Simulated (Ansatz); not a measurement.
Ti2Ga: strain energy, fitted

Ti2Ga, P6_3/mmc, a = 4.502 Å, c = 5.456 Å. The structure is a COD entry; whether it is the stable form wasn't checked. Ansatz: r2SCAN, PAW, 500 eV, Γ-centred 12×12×8 mesh on 6 atoms, Gaussian smearing 0.10 eV; no spin polarisation. Series: equal strain along all axes, cell held, atoms fixed by symmetry; x is the strain in per cent. y is the free energy over the unstrained cell, V0 = 15.958 Å³/atom.

```tsv
x (%)	y (meV/atom)
-6.0	?
-4.0	104.62
-2.0	24.59
0.0	0.00
2.0	21.85
4.0	82.39
6.0	174.91
```

Task: Fit y = c2 x² + c3 x³ to the other rows, turn c2 into a modulus, and predict the missing energy.

Result: Least squares on the rows shown. y = 5.8573 x² − 0.16754 x³. In eV per unit strain² c2 is 58.57; the stiffness is B for this strain (E = 9/2 B V0 ε², shape held): 2 × 58.57 × 160.2 / (9 × 15.958) = 131 GPa. At x = -6.0 the fit asked for gives 247.05 meV/atom. The run gave 250.58 meV/atom, so the fit is 3.53 meV/atom too low, 1.4 % of the span of the series, against an rms of 0.33 meV/atom on the fitted rows. The row lies outside the fitted range. With a term in x⁴ added, a fit to the same known rows predicts 249.95 meV/atom, so most of the miss is curvature that the known rows already hold.